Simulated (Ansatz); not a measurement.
BP (CsCl type, space group No. 221) under volume change, PBEsol in the plane-wave PAW code Ansatz, scaled uniformly.

```tsv
V (Å³/atom)	E − E(relaxed) (meV/atom)	P (GPa)
8.863	41.5	16.50
9.155	17.4	10.04
9.447	___	___
9.739	0.0	0.00
10.031	___	___
10.324	14.7	-7.68
10.616	31.5	-10.64
```

Fill in the missing entries.


- 9.447, E − E(relaxed) (meV/atom): 4.2
- 9.447, P (GPa): 4.66
- 10.031, E − E(relaxed) (meV/atom): 3.8
- 10.031, P (GPa): -4.12

What does a third-order Birch–Murnaghan fit give for V₀, B₀ and B′?

V₀ = 9.74 Å³/atom, B₀ = 146 GPa, B′ = 3.9.

Space group Pm-3m (CsCl type). The start of the workflow was typed in or built on a structure type; neither database checked (COD, Materials Project) lists it. It is not the phase usual at ambient conditions (space group No. 216). The PBEsol relaxation kept the symmetry of its start. At this level the phase is dynamically unstable (imaginary phonons). The volume moved by 16 % from the start of the relaxation. Its formation energy is positive at this level, so the cell may be metastable or incomplete.

Potentials: the later of the program's two PAW sets.
